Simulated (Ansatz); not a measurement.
ScSi:
```cif
data_Sc2Si2
_chemical_formula_sum 'Sc2 Si2'
_space_group_name_H-M_alt 'P 1'
_space_group_IT_number 1
_cell_length_a 5.29301
_cell_length_b 5.29301
_cell_length_c 3.63582
_cell_angle_alpha 90.000
_cell_angle_beta 90.000
_cell_angle_gamma 136.168
loop_
_space_group_symop_operation_xyz
  'x, y, z'
loop_
_atom_site_label
_atom_site_type_symbol
_atom_site_fract_x
_atom_site_fract_y
_atom_site_fract_z
_atom_site_occupancy
Sc1 Sc 0.13905 0.86095 0.75000 1
Sc2 Sc 0.86095 0.13905 0.25000 1
Si1 Si 0.41840 0.58160 0.75000 1
Si2 Si 0.58160 0.41840 0.25000 1
```

This is the PBEsol-relaxed structure.

Q: All from PBEsol (plane waves, PAW; program Ansatz), unless another level is named. Estimate the electronic character.

A: metallic (no gap).

Q: Predict the density of states at the Fermi level.

A: 0.53 states/eV per atom (mean over ±0.08 eV).

Q: What about the formation energy from the elements (no fitted shifts)?

A: -0.91 eV/atom.

Space group Cmcm. The workflow started from a Materials Project entry (that database holds measured and hypothetical structures alike); the Crystallography Open Database copy checked does not list it. Whether it is the stable phase at ambient conditions was not checked. Symmetry was held in the PBEsol relaxation; of distortions, only those at the zone centre were tested. No spin polarisation was allowed. The references are the lowest solids computed at this level, not always the standard phases.

Potentials: the later of the program's two PAW sets.
